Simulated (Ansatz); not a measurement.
## Notes on BaCuPtSe$_{3}$

```
Pt Ba Cu Se
1.0
     3.82056    0.00000    0.00000
     1.91028   -7.75319    0.00000
     0.00000    0.00000   -9.99923
Pt Ba Cu Se
2 2 2 6
Cartesian
  3.8206 -3.9608 -7.4994
  1.9103 -3.7924 -2.4998
  0.0000 0.0000 0.0000
  0.0000 0.0000 -4.9996
  1.9103 -0.5395 -7.4994
  3.8206 -7.2137 -2.4998
  1.9103 -1.7773 -9.5103
  3.8206 -5.9759 -4.5107
  3.8206 -5.9759 -0.4890
  1.9103 -1.7773 -5.4886
  1.9103 -6.8487 -7.4994
  3.8206 -0.9045 -2.4998
```

The numbers come from plane-wave PAW DFT (Ansatz): r2SCAN, no spin polarisation, 500 eV, 8×8×3 Γ-centred k points, fermi-dirac occupations (width 0.1 eV). Nothing was relaxed.

Problem. How is the charge shared?

Solution. Bader charges in e: Ba +1.09, Cu +0.37, Pt +0.15, Se -0.57 to -0.52. In the mean Ba gives up most and Se takes most.

Problem. Is the cell too large or too small?

Solution. The pressure is 15.2 GPa (compression positive), so with the atoms held at these fractions the cell would first expand; the forces are large, so a full relaxation may end otherwise. The principal stresses 10.2, 17.7, 17.8 GPa differ, so its shape would change too.

Problem. What happens at the Fermi level?

Solution. It is a metal, with about 15 states/eV a cell as the mean within 0.25 eV of the Fermi level, mostly Se p (50 %) and Pt d (34 %).

Problem. Is it stable against the elements?

Solution. 0.89 eV an atom against the elements' usual phases (free molecules for gases, crystals otherwise, with no correction for O₂ or N₂), so at this geometry it isn't bound against them. Relaxing would lower it.

Problem. What do density and ELF say about some of the short contacts?

Solution. Cu–Se at 2.36 Å: least valence density 0.51 e/Å³ and ELF 0.28 there. Ba–Se at 2.65 Å: least valence density 0.45 e/Å³ and ELF 0.35 there. Pt–Se at 3.46 Å: least valence density 0.09 e/Å³ and ELF 0.10 there. Both are smooth PAW fields, read partly inside the augmentation spheres.

Problem. Where is the largest force?

Solution. The largest is on Se8 (and as large on other atoms): 4.99 eV/Å, components (0.00, 4.70, 1.69). It makes 102° with the line to a nearest neighbour, Cu6 at 2.36 Å.

Origin: a known structure type with other elements, at an estimated volume, so it need not be a known compound. Caveats: many states at the Fermi level without spin polarisation, so a magnetic state may lie lower; atoms or cell far from equilibrium.
